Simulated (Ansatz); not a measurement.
Relaxation of a relaxed TiAl cell squeezed uniformly to 80 % of its volume; 2 atoms in the cell, which starts as P4/mmm (No. 123), tP2; a = b = 2.612 Å, c = 3.767 Å, α = β = γ = 90.00°. Method: r2SCAN (plane waves to 500 eV, PAW, scalar-relativistic; Ansatz, a quantum-chemistry and plane-wave program). Γ-centred k-mesh 12×12×9 on the run's cell (coarser than for final values), Fermi–Dirac smearing 0.05 eV. This is the first round of the run. 

The optimiser's lines from the output (shortened; P is positive under compression):

```
relax step   1: F+E_penalty+E_count = -3045.00889851 eV  Δ(F+E_penalty+E_count) = +0.000e0 eV  max|allowed force component| = 2.095e-31 eV/Å  Δτ_max = 0.0000 Å  P = +41.016 GPa  Ω = 25.694 Å³  (7 SCF iters, dr2 threshold 1.00e-7 eV, accepted)
relax step   2: F+E_penalty+E_count = -3045.60901378 eV  Δ(F+E_penalty+E_count) = -6.001e-1 eV  max|allowed force component| = 1.972e-31 eV/Å  Δτ_max = 0.0000 Å  P = +11.752 GPa  Ω = 29.557 Å³  (7 SCF iters, dr2 threshold 2.00e-7 eV, accepted)
relax step   3: F+E_penalty+E_count = -3045.69075177 eV  Δ(F+E_penalty+E_count) = -8.174e-2 eV  max|allowed force component| = 9.861e-32 eV/Å  Δτ_max = 0.0000 Å  P = +2.590 GPa  Ω = 31.453 Å³  (7 SCF iters, dr2 threshold 2.00e-7 eV, accepted)
relax step   4: F+E_penalty+E_count = -3045.69570914 eV  Δ(F+E_penalty+E_count) = -4.957e-3 eV  max|allowed force component| = 1.479e-31 eV/Å  Δτ_max = 0.0000 Å  P = +0.267 GPa  Ω = 32.034 Å³  (6 SCF iters, dr2 threshold 2.00e-7 eV, accepted)
relax step   5: F+E_penalty+E_count = -3045.69574662 eV  Δ(F+E_penalty+E_count) = -3.748e-5 eV  max|allowed force component| = 6.040e-31 eV/Å  Δτ_max = 0.0000 Å  P = +0.003 GPa  Ω = 32.104 Å³  (4 SCF iters, dr2 threshold 1.97e-7 eV, accepted)
relax step   6: F+E_penalty+E_count = -3045.69844189 eV  Δ(F+E_penalty+E_count) = -2.695e-3 eV  max|allowed force component| = 1.602e-31 eV/Å  Δτ_max = 0.0000 Å  P = +0.026 GPa  Ω = 32.104 Å³  stress off target by 2.63e-2 GPa  SCF on the basis re-selected at this cell (its energy is not comparable with the rows above)  (8 SCF iters)
relax step   7: F+E_penalty+E_count = -3045.69844005 eV  Δ(F+E_penalty+E_count) = +1.848e-6 eV  max|allowed force component| = 4.437e-31 eV/Å  Δτ_max = 0.0000 Å  P = -0.000 GPa  Ω = 32.111 Å³  (4 SCF iters, dr2 threshold 1.73e-9 eV, accepted)
relax step   8: F+E_penalty+E_count = -3045.69844174 eV  Δ(F+E_penalty+E_count) = -1.698e-6 eV  max|allowed force component| = 1.972e-31 eV/Å  Δτ_max = 0.0000 Å  P = -0.000 GPa  Ω = 32.111 Å³  stress off target by 7.15e-5 GPa  SCF on the basis re-selected at this cell (its energy is not comparable with the rows above)  (4 SCF iters)
```

From the first to the last row the energy changes by -0.34 eV/atom and the volume by +25.0 %. The last row is marked as not comparable with the walk above it, whose basis was carried along; it does compare with step 1, since both stand on a basis selected at the nominal cutoff for their own cell.

Later rounds, restarted from the end of this one on a renewed k-mesh, logged 10 more steps and released under 0.01 eV/atom more. The final structure after all rounds: P4/mmm (No. 123), tP2, AFLOW prototype AB_tP2_123_a_d (L1_0, as in CuAu); a = b = 2.8129 Å, c = 4.0588 Å, α = β = γ = 90.00°. Between re-selections the logged energies stand on a plane-wave basis carried along with the cell. No spin polarisation in the result.

The run could not lose the symmetry of its start.

All atoms sit on sites fixed by symmetry, so only the cell could relax.
